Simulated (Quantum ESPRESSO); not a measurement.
# Si3FO4N: input and log of a self-consistent run

Simulated, not a measurement. The program is pw.x of Quantum ESPRESSO 7.5 (plane-wave density functional theory). The cell is made up: 9 atoms on a quartz lattice, with randomly drawn elements, strain and displacements, not relaxed. PseudoDojo standard norm-conserving files (v0.5 for PBE, v0.4.1 for LDA and PBEsol) set the functional; there is no spin polarisation, spin-orbit coupling or dispersion term, and the masses in the input are unused placeholders.

Input:

```
&control calculation='scf', pseudo_dir='./dojo.nc.sr.pbe.v0_5.standard.upf', outdir='./o', disk_io='low', tprnfor=.true., tstress=.true. /
&system ibrav=0, nat=9, ntyp=4, nbnd=30, ecutwfc=84.00895049, nosym=.true., tot_charge=0,
 occupations='smearing', smearing='fd', degauss=0.0018374661
/
&electrons conv_thr=7.350e-09, electron_maxstep=60, /
ATOMIC_SPECIES
F 1.0 F.upf
N 1.0 N.upf
O 1.0 O.upf
Si 1.0 Si.upf
CELL_PARAMETERS angstrom
5.0335 0.0 0.0
-2.5167 4.3592 0.0
0.0 0.0 5.6015
ATOMIC_POSITIONS angstrom
Si 2.396 0.0189 3.7899
Si -1.2125 2.0601 1.9287
Si 1.2887 2.2571 -0.005
F 1.3926 1.2059 4.3212
O 3.3108 0.6507 2.5873
O 2.8117 2.5341 0.5969
O 0.3439 1.8095 1.1848
O -1.1741 3.2181 3.1102
N 0.8263 3.6676 4.8772
K_POINTS automatic
5 5 4 1 1 1
```

The log is shortened where brackets say so; the opening notice, blank lines, dates and the lines on written files are dropped, and the path of the files is cut. It prints rydbergs, bohrs and kilobars, and counts compression as positive stress. With no partly filled state, the Fermi energy that it prints is only some level between the filled and the empty states on the mesh, and need not lie in the true gap.

```
     Program PWSCF v.7.5
     Parallel version (MPI & OpenMP), running on       4 processor cores
     Number of MPI processes:                 4
     Threads/MPI process:                     1
     [start-up lines left out]
     bravais-lattice index     =            0
     lattice parameter (alat)  =       9.5119  a.u.
     unit-cell volume          =     829.4263 (a.u.)^3
     number of atoms/cell      =            9
     number of atomic types    =            4
     number of electrons       =        48.00
     number of Kohn-Sham states=           30
     kinetic-energy cutoff     =      84.0090  Ry
     charge density cutoff     =     336.0358  Ry
     scf convergence threshold =      7.3E-09
     mixing beta               =       0.7000
     number of iterations used =            8  plain     mixing
     Exchange-correlation= PBE
                           (   1   4   3   4   0   0   0)
     [axes and pseudopotential details left out]
   Cartesian axes
     site n.     atom                  positions (alat units)
         1        Si     tau(   1) = (   0.4760107   0.0037548   0.7529353  )
         2        Si     tau(   2) = (  -0.2408861   0.4092778   0.3831727  )
         3        Si     tau(   3) = (   0.2560246   0.4484156  -0.0009933  )
         4        F      tau(   4) = (   0.2766663   0.2395748   0.8584881  )
         5        O      tau(   5) = (   0.6577531   0.1292739   0.5140161  )
         6        O      tau(   6) = (   0.5585974   0.5034469   0.1185855  )
         7        O      tau(   7) = (   0.0683222   0.3594914   0.2353829  )
         8        O      tau(   8) = (  -0.2332572   0.6393364   0.6179001  )
         9        N      tau(   9) = (   0.1641601   0.7286381   0.9689480  )
     number of k points=    50  Fermi-Dirac smearing, width (Ry)=  0.0018
                       cart. coord. in units 2pi/alat
        k(    1) = (   0.1000000   0.1732015   0.1123248), wk =   0.0400000
        k(    2) = (   0.1000000   0.1732015   0.3369745), wk =   0.0400000
     [further k points left out]
     Dense  grid:    86323 G-vectors     FFT dimensions: (  60,  60,  64)
     Estimated max dynamical RAM per process >     175.49 MB
     Estimated total dynamical RAM >     638.74 MB
     Initial potential from superposition of free atoms
     starting charge      47.9981, renormalised to      48.0000
     Starting wfcs are   36 randomized atomic wfcs
     total cpu time spent up to now is        2.9 secs
     per-process dynamical memory:   136.6 Mb
     Self-consistent Calculation
     iteration #  1     ecut=    84.01 Ry     beta= 0.70
     Davidson diagonalization with overlap
     ethr =  1.00E-02,  avg # of iterations =  3.0
     total cpu time spent up to now is        7.8 secs
     total energy              =    -227.21607794 Ry
     estimated scf accuracy    <       2.62992500 Ry
     iteration #  2     ecut=    84.01 Ry     beta= 0.70
     Davidson diagonalization with overlap
     ethr =  5.48E-03,  avg # of iterations =  3.0
     total cpu time spent up to now is       12.8 secs
     total energy              =    -227.89245009 Ry
     estimated scf accuracy    <       2.27739369 Ry
     iteration #  3     ecut=    84.01 Ry     beta= 0.70
     Davidson diagonalization with overlap
     ethr =  4.74E-03,  avg # of iterations =  2.0
     total cpu time spent up to now is       16.8 secs
     total energy              =    -228.31315697 Ry
     estimated scf accuracy    <       0.05816526 Ry
     iteration #  4     ecut=    84.01 Ry     beta= 0.70
     Davidson diagonalization with overlap
     ethr =  1.21E-04,  avg # of iterations =  6.4
     total cpu time spent up to now is       22.2 secs
     total energy              =    -228.33738878 Ry
     estimated scf accuracy    <       0.00711951 Ry
     iteration #  5     ecut=    84.01 Ry     beta= 0.70
     Davidson diagonalization with overlap
     ethr =  1.48E-05,  avg # of iterations =  7.7
     total cpu time spent up to now is       27.5 secs
     total energy              =    -228.33791694 Ry
     estimated scf accuracy    <       0.00098594 Ry
     [iterations 6 to 7 left out]
     iteration #  8     ecut=    84.01 Ry     beta= 0.70
     Davidson diagonalization with overlap
     ethr =  3.05E-08,  avg # of iterations =  3.0
     total cpu time spent up to now is       40.4 secs
     total energy              =    -228.33802504 Ry
     estimated scf accuracy    <       0.00000581 Ry
     iteration #  9     ecut=    84.01 Ry     beta= 0.70
     Davidson diagonalization with overlap
     ethr =  1.21E-08,  avg # of iterations =  2.0
     total cpu time spent up to now is       44.0 secs
     total energy              =    -228.33802464 Ry
     estimated scf accuracy    <       0.00000177 Ry
     iteration # 10     ecut=    84.01 Ry     beta= 0.70
     Davidson diagonalization with overlap
     ethr =  3.68E-09,  avg # of iterations =  2.0
     total cpu time spent up to now is       48.0 secs
     total energy              =    -228.33802510 Ry
     estimated scf accuracy    <       0.00000007 Ry
     iteration # 11     ecut=    84.01 Ry     beta= 0.70
     Davidson diagonalization with overlap
     ethr =  1.48E-10,  avg # of iterations =  2.0
     total cpu time spent up to now is       51.9 secs
     total energy              =    -228.33802510 Ry
     estimated scf accuracy    <       0.00000002 Ry
     iteration # 12     ecut=    84.01 Ry     beta= 0.70
     Davidson diagonalization with overlap
     ethr =  5.10E-11,  avg # of iterations =  2.0
     total cpu time spent up to now is       56.1 secs
     End of self-consistent calculation
          k = 0.1000 0.1732 0.1123 ( 10771 PWs)   bands (ev):
   -24.8487 -16.4966 -15.7362 -15.1887 -14.7603  -9.7572  -8.8856  -5.9594
    -5.4329  -5.1985  -4.2807  -3.0945  -2.6935  -1.3321  -0.7467  -0.2449
     0.0582   0.1114   0.8072   1.0055   1.2853   1.6606   3.3986   3.6440
     7.2809   9.8064  10.3519  10.7482  11.3083  11.7348
     [levels at the other k points left out]
     the Fermi energy is     5.1594 ev
!    total energy              =    -228.33802511 Ry
     estimated scf accuracy    <          5.8E-10 Ry
     smearing contrib. (-TS)   =       0.00000000 Ry
     internal energy E=F+TS    =    -228.33802511 Ry
     The total energy is F=E-TS. E is the sum of the following terms:
     one-electron contribution =    -112.76928775 Ry
     hartree contribution      =      80.98631115 Ry
     xc contribution           =     -60.66364111 Ry
     ewald contribution        =    -135.89140739 Ry
     convergence has been achieved in  12 iterations
     Forces acting on atoms (cartesian axes, Ry/au):
     atom    1 type  4   force =     0.08666231   -0.18999972   -0.06867404
     atom    2 type  4   force =     0.01149422    0.02669510   -0.09049882
     atom    3 type  4   force =     0.02236901    0.22331266    0.07824882
     atom    4 type  1   force =    -0.03932412   -0.02168942   -0.02812531
     atom    5 type  3   force =    -0.01727903    0.04976718   -0.01212808
     atom    6 type  3   force =     0.03019986   -0.06284235    0.05545260
     atom    7 type  3   force =    -0.09949321   -0.04385217    0.08161656
     atom    8 type  3   force =     0.01275547    0.02032357   -0.03654216
     atom    9 type  2   force =    -0.00738450   -0.00171484    0.02065043
     Total force =     0.385224     Total SCF correction =     0.000022
     Computing stress (Cartesian axis) and pressure
          total   stress  (Ry/bohr**3)                   (kbar)     P=      -27.79
  -0.00042917  -0.00016930  -0.00013321          -63.13      -24.90      -19.60
  -0.00016930  -0.00005199  -0.00000315          -24.90       -7.65       -0.46
  -0.00013321  -0.00000315  -0.00008552          -19.60       -0.46      -12.58
     init_run     :      2.76s CPU      2.87s WALL (       1 calls)
     electrons    :     52.77s CPU     53.20s WALL (       1 calls)
     forces       :      0.97s CPU      0.99s WALL (       1 calls)
     stress       :      3.38s CPU      3.38s WALL (       1 calls)
     [timing details left out]
     PWSCF        :     59.95s CPU   1m 0.55s WALL
     JOB DONE.
```

In other units: free energy -3106.697 eV for the cell, pressure -2.78 GPa, largest force component 5.742 eV/Å. A rerun of the same cell at another strain at a cutoff of 1437 eV and k mesh 7 x 7 x 6 moved values by no more than 0.002 eV in energy, 0.02 GPa in stress and 0.002 eV/Å in force.